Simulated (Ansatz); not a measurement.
**Pb$_{2}$ClO$_{2}$ under pressure: fit and missing row**

Pb$_{2}$ClO$_{2}$, I4/mmm, a = 3.953 Å, c = 12.592 Å. The structure is a COD entry; whether it is the stable form wasn't checked. Ansatz: r2SCAN, PAW, 500 eV, Γ-centred 12×12×12 mesh on 5 atoms, Gaussian smearing 0.10 eV; no spin polarisation. Cell and atoms are relaxed at each pressure, and no other structure is tried, so the rows at high pressure may lie past a change of phase.

```
V (Å³/atom) P (GPa)
          ?    60.05
     14.604    30.00
     15.953    15.00
     16.937     8.00
     18.503     3.01
     19.673     0.01
     21.467    -2.99
```

Question: Take V0 = 19.673 Å³/atom, count pressures from its P0 = 0.01 GPa, fit the third-order Birch–Murnaghan form to the other rows, and predict the missing volume.

Answer: With the Eulerian strain f = ½[(V0/V)^(2/3) − 1] and y = (P − P0)/[3f(1 + 2f)^(5/2)], the form is the line y = B0 + 1.5 B0 (B0′ − 4) f. Rows (f, y): 0.10987, 55.4; 0.07498, 47.0; 0.05249, 39.5; 0.02086, 43.3; -0.02826, 40.9. Means f = 0.04599, y = 45.220; Σ(Δf)² = 0.01111, ΣΔfΔy = 1.034; the slope is their ratio. y = 40.94 + 93.06 f GPa, so B0 = 40.9 GPa and B0′ = 4 + 2 × (93.06)/(3 × 40.94) = 5.52. P = 60.05 GPa is met at f = 0.16981 (y = 56.74), so V = V0 (1 + 2f)^(−3/2) = 12.688 Å³/atom. The run gave 12.999 Å³/atom, so the fit is 0.311 Å³/atom too low, within twice the rms miss on the fitted rows (0.164 Å³/atom). The form still works here, 91 % of the fitted range beyond its end. With a term in f² added B0′ becomes 3.67, so this figure hangs on the form.

The cell has an odd number of electrons and was run without spin polarisation, which forces a half-filled band: energy, forces and stress belong to that artificial state. The mesh isn't the same in all rows (12×12×12, 14×14×14). Spin–orbit coupling is left out, which can shift energies with elements as heavy as these.